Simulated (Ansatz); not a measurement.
Input:

Hf2Si4Mo3:
```xyz
36
Lattice="6.5485 0.0000 0.0000 0.0000 12.5312 0.0000 0.0000 0.0000 6.7389" Properties=species:S:1:pos:R:3 pbc="T T T"
Hf     6.5086    11.3638     1.1474
Hf     0.0399     1.1674     5.5915
Hf     3.3141     1.1674     4.5169
Hf     3.2344    11.3638     2.2220
Hf     3.2344     7.4330     2.2220
Hf     3.3141     5.0982     4.5169
Hf     0.0399     5.0982     5.5915
Hf     6.5086     7.4330     1.1474
Si     0.2115     3.1328     0.8274
Si     6.3370     9.3984     5.9115
Si     3.0628     9.3984     4.1969
Si     3.4857     3.1328     2.5420
Si     1.9583     3.1328     5.8188
Si     4.5902     9.3984     0.9200
Si     1.3159     9.3984     2.4494
Si     5.2326     3.1328     4.2895
Si     1.0875     5.7263     3.0963
Si     5.4610     6.8049     3.6426
Si     2.1868     6.8049     6.4657
Si     4.3618     5.7263     0.2732
Si     4.3618     0.5393     0.2732
Si     2.1868    11.9919     6.4657
Si     5.4610    11.9919     3.6426
Si     1.0875     0.5393     3.0963
Mo     1.0955     3.1328     3.4669
Mo     5.4530     9.3984     3.2719
Mo     2.1788     9.3984     0.0975
Mo     4.3697     3.1328     6.6414
Mo     2.1609     4.7236     1.1115
Mo     4.3876     7.8076     5.6274
Mo     1.1133     7.8076     4.4809
Mo     5.4352     4.7236     2.2580
Mo     5.4352     1.5420     2.2580
Mo     1.1133    10.9892     4.4809
Mo     4.3876    10.9892     5.6274
Mo     2.1609     1.5420     1.1115
```

This is the r²SCAN-relaxed structure.

**Question.** All from plane-wave PAW r²SCAN (Ansatz code), unless another level is named. Estimate the electronic character.

**Answer.** metallic (no gap).

**Question.** Give the formation energy from the elements (no fitted shifts).

**Answer.** -0.69 eV/atom.

**Question.** Give the density of states at the Fermi level.

**Answer.** 0.46 states/eV per atom (mean over ±0.08 eV).

Space group Pnma. The first step of the workflow began from a Materials Project structure, measured or hypothetical; the Crystallography Open Database copy checked does not list it. Its standing as an ambient phase is unchecked. Symmetry was held in the r²SCAN relaxation; its stability against distortions is not shown here. The run is not spin-polarised. The references are the lowest solids computed at this level, not always the standard phases. Scalar-relativistic: spin–orbit coupling is off unless named, which matters more the heavier the elements.

Potentials: the later of the program's two PAW sets.
